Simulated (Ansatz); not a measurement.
TiC$_{2}$ in space group P-3m1 (No. 164; Ti on 1a, C on 2d) under volume change, PBEsol (plane waves, PAW; program Ansatz), shape and atoms relaxed at each volume.

```tsv
V (Å³/atom)	E − E(relaxed) (meV/atom)	P (GPa)
7.317	55.6	26.40
7.558	?	?
7.799	?	?
8.040	0.0	0.00
8.282	5.1	-6.64
8.523	19.5	-12.33
8.764	41.8	-17.11
```

Q: Complete the blanks.

A: 
- 7.558, E − E(relaxed) (meV/atom): 23.5
- 7.558, P (GPa): 16.36
- 7.799, E − E(relaxed) (meV/atom): 5.6
- 7.799, P (GPa): 7.64

Q: What does a third-order Birch–Murnaghan fit give for V₀, B₀ and B′?

A: V₀ = 8.04 Å³/atom, B₀ = 235 GPa, B′ = 3.8.

The start of the workflow was typed in or built on a structure type; neither database checked (COD, Materials Project) lists it. Whether it is the stable phase at ambient conditions was not checked. The cell was relaxed with PBEsol under the symmetry of its start; its stability against distortions is not shown here. No spin polarisation was allowed. Its formation energy is positive at this level, so the cell may be metastable or incomplete.

Potentials: the earlier of the program's two PAW sets. The files were generated under PBE; for other functionals the program regenerates the frozen cores, and for LDA and PBEsol the local potential too.
